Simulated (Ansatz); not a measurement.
Total density of states per atom from r²SCAN in the plane-wave PAW code Ansatz, in 0.25 eV bins, energy from the Fermi level:

```
E (eV) | states/eV/atom
    -7.25 |  0.00
    -7.00 |  0.03
    -6.75 |  0.05
    -6.50 | # 0.08
    -6.25 | # 0.11
    -6.00 | # 0.17
    -5.75 | ######### 1.35
    -5.50 | ############################## 4.29
    -5.25 | ######################## 3.47
    -5.00 | ####### 1.06
    -4.75 | # 0.20
    -4.50 | ## 0.22
    -4.25 | ## 0.27
    -4.00 | ## 0.28
    -3.75 | ### 0.44
    -3.50 | # 0.14
    -3.25 | # 0.14
    -3.00 | ## 0.23
    -2.75 | #### 0.55
    -2.50 | ##### 0.72
    -2.25 | # 0.18
    -2.00 | ## 0.23
    -1.75 | ### 0.49
    -1.50 | ##### 0.78
    -1.25 | ####### 0.96
    -1.00 | ####### 0.95
    -0.75 | ######### 1.33
    -0.50 | ############# 1.79
    -0.25 | ########## 1.44
     0.00 | ############## 1.93
     0.25 | ####### 0.96
     0.50 | ####### 0.94
     0.75 | ############## 2.07
     1.00 | ####### 0.94
     1.25 | ###### 0.90
     1.50 | #### 0.56
     1.75 | #### 0.58
     2.00 | ######## 1.21
     2.25 | ############# 1.90
```

Problem. Pick the material that matches.
(A) BaTiO3, R3m (Ba on 3a, Ti on 3a, O on 9b)
(B) Ti3Ag, Cu3Au type
(C) CrRh3, Cu3Au type
(D) ZrPt3, Cu3Au type

Solution. B, Ti3Ag, Cu3Au type. Within 0.5 eV of the Fermi level: Ti 3d 85 %, outside the projected shells 8 %. Projections are on Löwdin-orthogonalised atomic valence shells; empty p or d shells of many metals are not among them.

Space group Pm-3m (Cu3Au type). The workflow started from an entry of the Crystallography Open Database (COD); the relaxed space group is not among those it files for this formula. COD files the formula under space group No. 123, so this cell is another polymorph or a model. Whether it is the stable phase at ambient conditions was not checked. The cell was relaxed with r²SCAN under the symmetry of its start; its stability against distortions is not shown here. The run is not spin-polarised. Scalar-relativistic: spin–orbit coupling is off unless named, which matters more the heavier the elements.

Potentials: the later of the program's two PAW sets.
